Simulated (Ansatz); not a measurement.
Values for one crystal, relaxed and computed with the program Ansatz at the r²SCAN level (PAW); other levels are named.

| Property | Result |
|---|---|
| Volume per atom | 20.20 Å³ |
| Electronic character | metallic (no gap) |
| Density of states at the Fermi level | 0.28 states/eV per atom (mean over ±0.08 eV) |
| Bulk modulus (Birch–Murnaghan fit) | 77.3 GPa |
| Formation energy from the elements (no fitted shifts) | -0.31 eV/atom |
| Pressure derivative B′ | 4.9 |

### Question
Which compound is it?
(A) CaSiAu, P-6m2 (Ca on 1a, Si on 1f, Au on 1d)
(B) EuGaSi, P-6m2 (Eu on 1a, Ga on 1d, Si on 1f)
(C) SrSi2Ag2, I4/mmm (Si on 4e, Ag on 4d, Sr on 2a)
(D) SiNi2, Pnma (Ni on 4c, Ni on 4c, Si on 4c)

### Answer
C, SrSi2Ag2, I4/mmm (Si on 4e, Ag on 4d, Sr on 2a)

The workflow started from an entry of the Crystallography Open Database (COD). Whether it is the stable phase at ambient conditions was not checked. Symmetry was held in the r²SCAN relaxation; whether a distortion lowers the energy is not shown. The run is not spin-polarised. The references are the lowest solids computed at this level, not always the standard phases. Scalar-relativistic: spin–orbit coupling is off unless named, which matters more the heavier the elements.

Potentials: the later of the program's two PAW sets.
